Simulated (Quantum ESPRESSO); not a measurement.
# Mo4Se6O2: one run as intended and one with a planted mistake

Computed values, not a measurement. The program is pw.x of Quantum ESPRESSO 7.5 (plane-wave density functional theory). The cell is made up: 12 atoms on a layered 2H lattice, with randomly drawn elements, strain and displacements, not relaxed. PseudoDojo standard norm-conserving files (v0.5 for PBE, v0.4.1 for LDA and PBEsol) set the functional; there is no spin polarisation, spin-orbit coupling or dispersion term, and the masses in the input are unused placeholders.

Intended input:

```
&control calculation='scf', pseudo_dir='./dojo.nc.sr.pbe.v0_5.standard.upf', outdir='./o', disk_io='medium', tprnfor=.true., tstress=.true. /
&system ibrav=0, nat=12, ntyp=3, nbnd=88, ecutwfc=85.99341389, nosym=.true., tot_charge=0,
 occupations='smearing', smearing='fd', degauss=0.0018374661
/
&electrons conv_thr=7.350e-09, electron_maxstep=60, /
ATOMIC_SPECIES
Mo 1.0 Mo.upf
O 1.0 O.upf
Se 1.0 Se.upf
CELL_PARAMETERS angstrom
3.2556 -0.0133 0.0341
-0.023 5.5398 0.0013
0.1364 0.003 12.7847
ATOMIC_POSITIONS angstrom
Mo 0.0538 1.8715 3.2183
Mo 1.7715 0.8913 9.5618
Mo 1.6185 4.6366 3.2528
Mo 0.0681 3.7094 9.6464
Se 0.0449 1.8169 7.9467
Se 0.0986 1.8647 11.2335
Se 1.6146 0.8932 1.6111
O 1.6791 0.9479 4.7495
Se 1.6962 4.6068 7.9633
O 1.7393 4.6175 11.1663
Se 0.0038 3.6925 1.5785
Se 0.0042 3.7283 4.7938
K_POINTS automatic
7 4 2 1 1 1
```

The log is shortened where brackets say so; the opening notice, blank lines, dates and the lines on written files are dropped, and the path of the files is cut. It prints rydbergs, bohrs and kilobars, and counts compression as positive stress. Where no state is partly filled, the Fermi energy that it prints is only some level between the filled and the empty states on the mesh, and need not lie in the true gap.

Log of the intended run:

```
     Program PWSCF v.7.5
     Parallel version (MPI & OpenMP), running on       1 processor cores
     Number of MPI processes:                 1
     Threads/MPI process:                     1
     [start-up lines left out]
     bravais-lattice index     =            0
     lattice parameter (alat)  =       6.1526  a.u.
     unit-cell volume          =    1555.8092 (a.u.)^3
     number of atoms/cell      =           12
     number of atomic types    =            3
     number of electrons       =       164.00
     number of Kohn-Sham states=           88
     kinetic-energy cutoff     =      85.9934  Ry
     charge density cutoff     =     343.9737  Ry
     scf convergence threshold =      7.3E-09
     mixing beta               =       0.7000
     number of iterations used =            8  plain     mixing
     Exchange-correlation= PBE
                           (   1   4   3   4   0   0   0)
     [axes and pseudopotential details left out]
   Cartesian axes
     site n.     atom                  positions (alat units)
         1        Mo     tau(   1) = (   0.0165243   0.5748193   0.9884803  )
         2        Mo     tau(   2) = (   0.5441049   0.2737571   2.9368460  )
         3        Mo     tau(   3) = (   0.4971120   1.4241022   0.9990768  )
         4        Mo     tau(   4) = (   0.0209165   1.1393186   2.9628303  )
         5        Se     tau(   5) = (   0.0137907   0.5580493   2.4407783  )
         6        Se     tau(   6) = (   0.0302844   0.5727307   3.4502980  )
         7        Se     tau(   7) = (   0.4959141   0.2743407   0.4948391  )
         8        O      tau(   8) = (   0.5157249   0.2911414   1.4587787  )
         9        Se     tau(   9) = (   0.5209770   1.4149493   2.4458769  )
        10        O      tau(  10) = (   0.5342149   1.4182357   3.4296579  )
        11        Se     tau(  11) = (   0.0011671   1.1341279   0.4848262  )
        12        Se     tau(  12) = (   0.0012900   1.1451236   1.4723851  )
     number of k points=    28  Fermi-Dirac smearing, width (Ry)=  0.0018
                       cart. coord. in units 2pi/alat
        k(    1) = (   0.0710756   0.0737443   0.0628904), wk =   0.0714286
        k(    2) = (   0.0724096   0.0737797  -0.0644559), wk =   0.0714286
     [further k points left out]
     Dense  grid:   167561 G-vectors     FFT dimensions: (  40,  64, 144)
     Estimated max dynamical RAM per process >     317.89 MB
     Initial potential from superposition of free atoms
     starting charge     163.9938, renormalised to     164.0000
     Starting wfcs are  102 randomized atomic wfcs
     total cpu time spent up to now is       49.6 secs
     per-process dynamical memory:   178.2 Mb
     Self-consistent Calculation
     iteration #  1     ecut=    85.99 Ry     beta= 0.70
     Davidson diagonalization with overlap
     ethr =  1.00E-02,  avg # of iterations =  2.0
     total cpu time spent up to now is      160.4 secs
     total energy              =   -2081.43466992 Ry
     estimated scf accuracy    <       3.18669048 Ry
     iteration #  2     ecut=    85.99 Ry     beta= 0.70
     Davidson diagonalization with overlap
     ethr =  1.94E-03,  avg # of iterations =  7.0
     total cpu time spent up to now is      371.0 secs
     total energy              =   -2077.77693381 Ry
     estimated scf accuracy    <      57.50487166 Ry
     [iterations 3 to 19 left out]
     iteration # 20     ecut=    85.99 Ry     beta= 0.70
     Davidson diagonalization with overlap
     ethr =  4.08E-11,  avg # of iterations =  5.2
     total cpu time spent up to now is     2534.2 secs
     total energy              =   -2083.45291170 Ry
     estimated scf accuracy    <       0.00000003 Ry
     iteration # 21     ecut=    85.99 Ry     beta= 0.70
     Davidson diagonalization with overlap
     ethr =  1.55E-11,  avg # of iterations =  3.4
     total cpu time spent up to now is     2608.6 secs
     End of self-consistent calculation
     [lines on levels left out]
     the Fermi energy is    11.8961 ev
!    total energy              =   -2083.45291170 Ry
     estimated scf accuracy    <          4.4E-09 Ry
     smearing contrib. (-TS)   =      -0.00000000 Ry
     internal energy E=F+TS    =   -2083.45291170 Ry
     The total energy is F=E-TS. E is the sum of the following terms:
     one-electron contribution =   -1135.66764080 Ry
     hartree contribution      =     621.58419315 Ry
     xc contribution           =    -389.46777290 Ry
     ewald contribution        =   -1179.90169115 Ry
     convergence has been achieved in  21 iterations
     Forces acting on atoms (cartesian axes, Ry/au):
     atom    1 type  1   force =    -0.03783994   -0.09729305    0.11395180
     atom    2 type  1   force =    -0.05751703   -0.04814298    0.13312818
     atom    3 type  1   force =     0.01843283    0.07037931    0.03478054
     atom    4 type  1   force =     0.00018428    0.07413963    0.07583470
     atom    5 type  3   force =     0.04512361    0.03835352   -0.04489090
     atom    6 type  3   force =     0.00771212   -0.02573472    0.02049707
     atom    7 type  3   force =     0.02983746    0.03113845   -0.04244637
     atom    8 type  2   force =    -0.00108139   -0.00132616   -0.15126420
     atom    9 type  3   force =     0.00529832   -0.03373079   -0.02318627
     atom   10 type  2   force =    -0.00103663   -0.00519059   -0.16111250
     atom   11 type  3   force =     0.00275002    0.00262710   -0.03848711
     atom   12 type  3   force =    -0.01186366   -0.00521972    0.08319506
     Total force =     0.366696     Total SCF correction =     0.000273
     Computing stress (Cartesian axis) and pressure
          total   stress  (Ry/bohr**3)                   (kbar)     P=       -7.46
  -0.00016297   0.00006259  -0.00018391          -23.97        9.21      -27.05
   0.00006259   0.00001628  -0.00013682            9.21        2.40      -20.13
  -0.00018391  -0.00013682  -0.00000539          -27.05      -20.13       -0.79
     init_run     :     45.83s CPU     49.45s WALL (       1 calls)
     electrons    :   2473.88s CPU   2559.17s WALL (       1 calls)
     forces       :      9.82s CPU      9.99s WALL (       1 calls)
     stress       :     35.90s CPU     37.04s WALL (       1 calls)
     [timing details left out]
     PWSCF        :  42m45.76s CPU  44m17.66s WALL
     JOB DONE.
```

A second run has one planted mistake: the cell and the positions are scaled by a wrong factor. The input lines that differ, file-writing options aside:

```
- 3.2556 -0.0133 0.0341
+ 3.3064 -0.0135 0.0346
- -0.023 5.5398 0.0013
+ -0.0234 5.6262 0.0013
- 0.1364 0.003 12.7847
+ 0.1385 0.003 12.9841
- Mo 0.0538 1.8715 3.2183
+ Mo 0.0546 1.9007 3.2685
- Mo 1.7715 0.8913 9.5618
+ Mo 1.7991 0.9052 9.711
- Mo 1.6185 4.6366 3.2528
+ Mo 1.6437 4.7089 3.3035
- Mo 0.0681 3.7094 9.6464
+ Mo 0.0692 3.7673 9.7969
- Se 0.0449 1.8169 7.9467
+ Se 0.0456 1.8452 8.0707
- Se 0.0986 1.8647 11.2335
+ Se 0.1001 1.8938 11.4087
- Se 1.6146 0.8932 1.6111
+ Se 1.6398 0.9071 1.6362
- O 1.6791 0.9479 4.7495
+ O 1.7053 0.9627 4.8236
- Se 1.6962 4.6068 7.9633
+ Se 1.7227 4.6787 8.0875
- O 1.7393 4.6175 11.1663
+ O 1.7664 4.6895 11.3405
- Se 0.0038 3.6925 1.5785
+ Se 0.0039 3.7501 1.6031
- Se 0.0042 3.7283 4.7938
+ Se 0.0043 3.7865 4.8686
```

Its log:

```
     Program PWSCF v.7.5
     Parallel version (MPI & OpenMP), running on       4 processor cores
     Number of MPI processes:                 4
     Threads/MPI process:                     1
     [start-up lines left out]
     bravais-lattice index     =            0
     lattice parameter (alat)  =       6.2486  a.u.
     unit-cell volume          =    1629.7580 (a.u.)^3
     number of atoms/cell      =           12
     number of atomic types    =            3
     number of electrons       =       164.00
     number of Kohn-Sham states=           88
     kinetic-energy cutoff     =      85.9934  Ry
     charge density cutoff     =     343.9737  Ry
     scf convergence threshold =      7.3E-09
     mixing beta               =       0.7000
     number of iterations used =            8  plain     mixing
     Exchange-correlation= PBE
                           (   1   4   3   4   0   0   0)
     [axes and pseudopotential details left out]
   Cartesian axes
     site n.     atom                  positions (alat units)
         1        Mo     tau(   1) = (   0.0165124   0.5748186   0.9884750  )
         2        Mo     tau(   2) = (   0.5440922   0.2737548   2.9368459  )
         3        Mo     tau(   3) = (   0.4970954   1.4240875   0.9990599  )
         4        Mo     tau(   4) = (   0.0209278   1.1393244   2.9628242  )
         5        Se     tau(   5) = (   0.0137906   0.5580340   2.4407788  )
         6        Se     tau(   6) = (   0.0302727   0.5727318   3.4502723  )
         7        Se     tau(   7) = (   0.4959160   0.2743294   0.4948272  )
         8        O      tau(   8) = (   0.5157248   0.2911442   1.4587756  )
         9        Se     tau(   9) = (   0.5209870   1.4149543   2.4458595  )
        10        O      tau(  10) = (   0.5342029   1.4182205   3.4296469  )
        11        Se     tau(  11) = (   0.0011795   1.1341227   0.4848170  )
        12        Se     tau(  12) = (   0.0013004   1.1451310   1.4723847  )
     number of k points=    28  Fermi-Dirac smearing, width (Ry)=  0.0018
                       cart. coord. in units 2pi/alat
        k(    1) = (   0.0710761   0.0737456   0.0628913), wk =   0.0714286
        k(    2) = (   0.0724088   0.0737806  -0.0644559), wk =   0.0714286
     [further k points left out]
     Dense  grid:   175669 G-vectors     FFT dimensions: (  40,  64, 150)
     Estimated max dynamical RAM per process >     538.92 MB
     Estimated total dynamical RAM >       1.98 GB
     Initial potential from superposition of free atoms
     starting charge     163.9938, renormalised to     164.0000
     Starting wfcs are  102 randomized atomic wfcs
     total cpu time spent up to now is       10.6 secs
     per-process dynamical memory:   396.6 Mb
     Self-consistent Calculation
     iteration #  1     ecut=    85.99 Ry     beta= 0.70
     Davidson diagonalization with overlap
     ethr =  1.00E-02,  avg # of iterations =  2.0
     total cpu time spent up to now is       34.8 secs
     total energy              =   -2081.15341660 Ry
     estimated scf accuracy    <       3.55171900 Ry
     iteration #  2     ecut=    85.99 Ry     beta= 0.70
     Davidson diagonalization with overlap
     ethr =  2.17E-03,  avg # of iterations =  7.1
     total cpu time spent up to now is       71.6 secs
     total energy              =   -2077.36109874 Ry
     estimated scf accuracy    <      64.85565142 Ry
     [iterations 3 to 20 left out]
     iteration # 21     ecut=    85.99 Ry     beta= 0.70
     Davidson diagonalization with overlap
     ethr =  5.95E-11,  avg # of iterations =  2.7
     total cpu time spent up to now is      576.7 secs
     total energy              =   -2083.43534816 Ry
     estimated scf accuracy    <       0.00000002 Ry
     iteration # 22     ecut=    85.99 Ry     beta= 0.70
     Davidson diagonalization with overlap
     ethr =  1.05E-11,  avg # of iterations =  3.1
     total cpu time spent up to now is      601.3 secs
     End of self-consistent calculation
     [lines on levels left out]
     the Fermi energy is    11.0646 ev
!    total energy              =   -2083.43534816 Ry
     estimated scf accuracy    <          3.9E-09 Ry
     smearing contrib. (-TS)   =      -0.00000000 Ry
     internal energy E=F+TS    =   -2083.43534816 Ry
     The total energy is F=E-TS. E is the sum of the following terms:
     one-electron contribution =   -1163.72267208 Ry
     hartree contribution      =     631.12483745 Ry
     xc contribution           =    -389.05303200 Ry
     ewald contribution        =   -1161.78448154 Ry
     convergence has been achieved in  22 iterations
     Forces acting on atoms (cartesian axes, Ry/au):
     atom    1 type  1   force =    -0.03415654   -0.08445111    0.09779895
     atom    2 type  1   force =    -0.05015885   -0.04254557    0.11534205
     atom    3 type  1   force =     0.01600218    0.06203617    0.02913749
     atom    4 type  1   force =    -0.00039343    0.06416116    0.06528233
     atom    5 type  3   force =     0.03904980    0.03348697   -0.01399602
     atom    6 type  3   force =     0.00656754   -0.02141713   -0.00756387
     atom    7 type  3   force =     0.02619512    0.02801148   -0.01135297
     atom    8 type  2   force =    -0.00070407   -0.00175778   -0.15575123
     atom    9 type  3   force =     0.00471019   -0.02862897    0.00606541
     atom   10 type  2   force =     0.00002541   -0.00531525   -0.16491590
     atom   11 type  3   force =     0.00266835    0.00127088   -0.00815709
     atom   12 type  3   force =    -0.00980571   -0.00485086    0.04811085
     Total force =     0.329700     Total SCF correction =     0.000224
     Computing stress (Cartesian axis) and pressure
          total   stress  (Ry/bohr**3)                   (kbar)     P=      -60.33
  -0.00049003   0.00005419  -0.00015607          -72.09        7.97      -22.96
   0.00005419  -0.00033953  -0.00011825            7.97      -49.95      -17.40
  -0.00015607  -0.00011825  -0.00040089          -22.96      -17.40      -58.97
     init_run     :      9.51s CPU     10.12s WALL (       1 calls)
     electrons    :    575.47s CPU    590.75s WALL (       1 calls)
     forces       :      4.17s CPU      4.27s WALL (       1 calls)
     stress       :     13.27s CPU     13.75s WALL (       1 calls)
     [timing details left out]
     PWSCF        :  10m 2.99s CPU  10m19.68s WALL
     JOB DONE.
```

|  | intended run | run with the mistake |
| --- | --- | --- |
| free energy (eV) | -28346.821 | -28346.582 |
| smearing term -TS (eV) | 0.0000 | 0.0000 |
| pressure (GPa) | -0.75 | -6.03 |
| largest force component (eV/Å) | 4.142 | 4.240 |
| largest change of a force component (eV/Å) |  | 0.902 |
| iterations | 21 | 22 |

For scale, a rerun of the intended cell at a cutoff of 1467 eV and k mesh 9 x 6 x 4 moved values by no more than 0.004 eV in energy, 0.02 GPa in stress and 0.003 eV/Å in force.